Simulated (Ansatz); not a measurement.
Crystals of one structure type (zinc blende), relaxed and computed with DFT-LDA in the program Ansatz with PAW potentials.

```json
[
 {"crystal": "BN", "a (Å)": "3.581", "gap (eV)": "4.39", "ε∞": "4.57", "highest Γ mode, no LO–TO term (cm⁻¹)": "1068", "G_Hill (GPa)": "404", "B₀ by P(V) fit (GPa)": "402"},
 {"crystal": "AlN", "a (Å)": "(withheld)", "gap (eV)": "(withheld)", "ε∞": "(withheld)", "highest Γ mode, no LO–TO term (cm⁻¹)": "(withheld)", "G_Hill (GPa)": "(withheld)", "B₀ by P(V) fit (GPa)": "(withheld)"},
 {"crystal": "AlP", "a (Å)": "5.434", "gap (eV)": "1.42", "ε∞": "8.33", "highest Γ mode, no LO–TO term (cm⁻¹)": "440", "G_Hill (GPa)": "47.3", "B₀ by P(V) fit (GPa)": "89.9"},
 {"crystal": "GaN", "a (Å)": "4.455", "gap (eV)": "1.96", "ε∞": "5.77", "highest Γ mode, no LO–TO term (cm⁻¹)": "553", "G_Hill (GPa)": "112", "B₀ by P(V) fit (GPa)": "202"}
]
```

Q: Fill in the missing entries.

A: 
- AlN, a (Å): 4.342
- AlN, gap (eV): 3.25
- AlN, ε∞: 4.54
- AlN, highest Γ mode, no LO–TO term (cm⁻¹): 664
- AlN, G_Hill (GPa): 124
- AlN, B₀ by P(V) fit (GPa): 210

All cells were relaxed under the symmetry of their starts (and spin orders); stability against distortions was not tested throughout. Spin–orbit coupling is left out wherever it is not named.

Potentials: the later of the program's two PAW sets.
